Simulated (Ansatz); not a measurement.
TaAl:
```
CELL_PARAMETERS angstrom
      0.00000     2.64192     2.64192
      2.64192     0.00000     2.64192
      2.64192     2.64192     0.00000
ATOMIC_POSITIONS crystal
  Ta 0.00000 0.00000 0.00000
  Al 0.50000 0.50000 0.50000
```

Relaxed with PBE. Special points in fractions of this cell's reciprocal vectors: Γ (0.000, 0.000, 0.000); X (0.500, 0.000, 0.500); U (0.625, 0.250, 0.625); K (0.375, 0.375, 0.750); L (0.500, 0.500, 0.500); W (0.500, 0.250, 0.750).

Q: List the band energies nearest the Fermi level at these points for the program Ansatz at the PBE level (PAW).

A: In eV from the Fermi level; about four levels below and three above (degenerate sets whole), none deeper than 8.9 eV; … stands for higher levels left out; points with the same levels are listed once.

```
k                    below                above
-  -----------------------  -------------------
Γ        -0.53 -0.53 -0.53          0.12 0.12 …
X        -5.76 -2.46 -2.37       1.21 1.81 1.81
U  -5.10 -3.14 -2.46 -0.58       0.38 2.20 3.45
L  -5.21 -4.54 -1.71 -1.71       2.06 2.06 2.74
W  -4.92 -2.53 -2.53 -2.04  1.65 2.71 2.71 2.71
```

Space group Fm-3m (rock salt). The start of the workflow was typed in or built on a structure type; neither database checked (COD, Materials Project) lists it. Its standing as an ambient phase is unchecked. Symmetry was held in the PBE relaxation; its stability against distortions is not shown here. The run is not spin-polarised. Its formation energy is positive at this level, so the cell may be metastable or incomplete. Spin–orbit coupling is left out wherever it is not named.

Potentials: the earlier of the program's two PAW sets.
